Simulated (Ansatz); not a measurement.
Consider a crystal of AlNiC4N4 in space group P-43m (No. 215), with Al on 1a; Ni on 1b; C on 4e; N on 4e. Recipe of this trial structure of AlNiC4N4: two interpenetrating cyanide-bridged diamond nets.

Computed with Ansatz 0.2.0, DFT PBE, scalar-relativistic, plane waves, PAW. Cutoff 420 eV, Γ-centred mesh, Gaussian smearing, collinear spin.

The zero of energy is the elements' standard structures at the same level (N₂ as a molecule); no fitted shifts are applied.

Q: Predict the relaxed structure.

A:

Space group P-43m (No. 215). a = 5.826 Å, b = 5.826 Å, c = 5.826 Å, α = 90.00°, β = 90.00°, γ = 90.00°
```json
{"atom": "Al", "site": "1a", "symmetry": "-43m", "x": "0.0000", "y": "0.0000", "z": "0.0000"}
{"atom": "Ni", "site": "1b", "symmetry": "-43m", "x": "0.5000", "y": "0.5000", "z": "0.5000"}
{"atom": "C", "site": "4e", "symmetry": ".3m", "x": "0.1951", "y": "0.1951", "z": "0.1951"}
{"atom": "N", "site": "4e", "symmetry": ".3m", "x": "0.3107", "y": "0.3107", "z": "0.3107"}
```

Around Al lie 4 C at 1.97 Å; Ni has 4 N at 1.91 Å; C has 1 N at 1.17 Å and 1 Al at 1.97 Å; around N lie 1 C at 1.17 Å and 1 Ni at 1.91 Å. Another local minimum with the same sites may exist.

Q: Where does its energy lie, and is it a metal?

A: The energy over the elements is +0.28 eV/atom. The gap on the 8×8×8 mesh of the 10-atom cell is 0 eV (a metal), the net moment per atom is 0.10 μB and the moment by site is Ni 0.9 μB. The separate elements lie lower, so it is unstable against them.

The last run used collinear spin and Gaussian smearing of 0.10 eV. The reference form of C is held partly by dispersion forces, which this level lacks. Another magnetic order may lie lower. Symmetry constrained the relaxation, so the result can be a saddle point. Site moments count only spheres around the atoms; the net moment includes the space between them.
